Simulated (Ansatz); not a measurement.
A scan (energy against volume; even scaling of the relaxed cell, symmetry kept) gave these values. All values below come from PBE (plane waves to 420 eV, PAW, scalar-relativistic; Ansatz, a program for electronic structure).

The bulk modulus B₀ (third-order Birch-Murnaghan fit) is 139 GPa. The pressure derivative B₀′ (fit) is 6.0 and the equilibrium volume of the fit is 17.96 Å³/atom.

Task: Of these crystals, all scanned alike, which one is it?
A. Al (fcc, Cu type)
B. CsPbCl₃ (cubic perovskite)
C. HfN (rock salt)
D. Au (fcc, Cu type)

Result: D, Au (fcc, Cu type). The others have, for the bulk modulus: Al 76.5 GPa, CsPbCl3 21.8 GPa, HfN 263 GPa

All were relaxed with their symmetry unable to fall. HfN is run without spin polarisation. Spin-orbit coupling is left out. The PAW data are Ansatz's earlier set. This is a high-temperature form of CsPbCl3.

(A scan under strain: stresses follow from slopes of the energy per volume, elastic moduli from its curvatures.)
